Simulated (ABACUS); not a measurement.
A self-consistent single point of a model cell of Ca (Pm-3n, 8 atoms in the cell; prototype structure).

```yaml
crystal:
  lattice:
    - [6.93538, 0.00000, 0.00000]
    - [0.00000, 6.93538, 0.00000]
    - [0.00000, 0.00000, 6.93538]
  atoms:
    - { symbol: Ca, position: [0.25000, 0.00000, 0.50000] }
    - { symbol: Ca, position: [0.75000, 0.00000, 0.50000] }
    - { symbol: Ca, position: [0.00000, 0.50000, 0.25000] }
    - { symbol: Ca, position: [0.00000, 0.50000, 0.75000] }
    - { symbol: Ca, position: [0.50000, 0.25000, 0.00000] }
    - { symbol: Ca, position: [0.50000, 0.75000, 0.00000] }
    - { symbol: Ca, position: [0.00000, 0.00000, 0.00000] }
    - { symbol: Ca, position: [0.50000, 0.50000, 0.50000] }
```

Method: PBE, PseudoDojo 0.5 standard norm-conserving PBE (tails mended) pseudopotentials (plane waves; ABACUS).

ABACUS settings:

* **KPT**: Gamma 4 4 4 0 0 0
* **basis_type**: pw
* **dft_functional**: PBE
* **ecutwfc**: 68 Ry
* **smearing_method**: fd
* **smearing_sigma**: 0.00734986 Ry
* **potentials**: PseudoDojo 0.5 standard norm-conserving PBE (tails mended)
* **symmetry**: 1
* **symmetry_prec**: 1e-05
* **ks_solver**: dav_subspace
* **scf_nmax**: 100
* **scf_thr**: 1.0e-09 Ry
* **mixing_type**: broyden

Results:

- Number of valence electrons = 80
- Number of bands = 50
- Number of k-points after the program's reduction = 10
- Number of plane waves (most at a k-point) = 21368
- Number of SCF iterations = 7
- FFT grid = 72 × 72 × 72
- Free energy E − TS = -8427.1645 eV
- Fermi level (on the code's own zero) = 5.14 eV
- Pressure = 0.32 GPa

Stress (GPa, positive for compression):
```
0.32  0.00  0.00
0.00  0.32  0.00
0.00  0.00  0.32
```

For comparison: a first run was changed to give this one (lattice scaled by 0.98), and from it to this one the free energy drops by 2.8 meV/atom and the pressure goes from -0.65 to 0.32 GPa.

Lattice and positions were typed or generated, without prior relaxation.

Cost on one core: around 2.7 core-minutes (rough).

“Tails mended”: in these copies of the files the far tail of each local potential was reset to the Coulomb form.
